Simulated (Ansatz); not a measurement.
The start is a generated cell, SnO placed in the h-BN structure type. The structure is fully relaxed (lattice and positions, P = 0) with PBE (plane waves to 420 eV, PAW, scalar-relativistic; Ansatz, a first-principles code). First-step values are on the input's coarse k-mesh.

Ansatz input (later rounds restart from its end on a renewed k-mesh):
Ansatz 0.2 input:
```yaml
crystal:
  lattice:
    - [3.527162, 0, 0]
    - [-1.763581, 3.0546119, 0]
    - [0, 0, 9.383077]
  atoms:
    - { symbol: Sn, position: [0.33333333, 0.66666667, 0.25] }
    - { symbol: Sn, position: [0.66666667, 0.33333333, 0.75] }
    - { symbol: O, position: [0.33333333, 0.66666667, 0.75] }
    - { symbol: O, position: [0.66666667, 0.33333333, 0.25] }
basis: { ecutwfc: 420, ecutrho_ratio: 4, xc_grid: 2, fft_grid_basis: typed }
kpoints: { mp_grid: { grid: [8, 8, 3] } }
hamiltonian:
  xc: pbe
  dispersion: none
  pseudopotentials: { azcp: { folder: ./paw }, kind: paw }
scf: { occupations: { method: fermi_dirac, width: 0.05 } }
relax: { f_tol: 0.01, max_steps: 100, cell: { stress_tol: 0.02 } }
output: { forces: true, stress: true }
```

Question: What pressure does the first self-consistent step give?

Answer: +17.7 GPa (positive: the cell is compressed).

Question: How does the volume per atom move from start to end?

Answer: -21.9 %, from 25.27 to 19.73 Å³/atom.

Question: How do the shortest distances between atoms change?

Answer: The closest pairs of elements (up to four, under 3.6 Å), start → end: O–Sn 2.04 → 2.41 Å; Sn–Sn 3.53 → 3.56 Å; O–O 3.53 → 3.56 Å.

Question: What band gap does the relaxed structure have at this level?

Answer: 0.48 eV, direct at H (no spin-orbit coupling).

Question: Give the final cell and atomic positions.

Answer: 
Space group P6₃/mmc (No. 194); a = b = 4.1714 Å, c = 5.2379 Å, α = β = 90.00°, γ = 120.00°

```csv
atom,site,symmetry,x,y,z
Sn,2c,-6m2,0.3333,0.6667,0.2500
O,2d,-6m2,0.6667,0.3333,0.2500
```

The space group stays P6₃/mmc (No. 194) (the run could not lower it), with 4 atoms in the primitive cell. Final values are on a 9×9×6 k-mesh of the relaxed cell. No spin polarisation in the result.

The run could not lose the symmetry of its start: the end is stationary, and may be a saddle point rather than a minimum.

All atoms sit on sites fixed by symmetry, so only the cell could relax.

The relaxed structure here is a generated cell of SnO: the first start was made by placing the elements on the sites of a structure type, and the end was not matched to a known phase here, so it may be hypothetical. Known forms of SnO include space group No. 129.
